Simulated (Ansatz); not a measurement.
# Which element?

Cell vectors (Å):

```
3.9027 0.0000 0.0000
0.0000 3.9027 0.0000
0.0000 0.0000 3.9027
```

```
atom       a       b       c
  Sc  0.0000  0.0000  0.0000
   X  0.0000  0.5000  0.5000
   X  0.5000  0.0000  0.5000
   X  0.5000  0.5000  0.0000
```

These are results of LDA, PAW on Ansatz 0.2.0's default frozen-core files (fitted under PBE), scalar-relativistic, not measurements. k mesh 10×10×10, strains of ±0.008, Fermi-Dirac smearing of 0.100 eV.

Elastic constants of a crystal by Kohn-Sham DFT: slopes of the stress over finite engineering strains of the given cell, Voigt indices, Cartesian axes as in the cell vectors.

```tsv
index	elastic (GPa)
11	243
12	157.7
44	103.5
```

**Question.** All X atoms are one element. Which one was computed?

**Answer.** Pd; the crystal is ScPd₃ (Pm-3m, a database entry that needn't be its stable phase).

Known limits: frozen-core PAW files fitted under PBE, their cores solved anew for the functional of the run; responses of metals move with mesh and smearing.
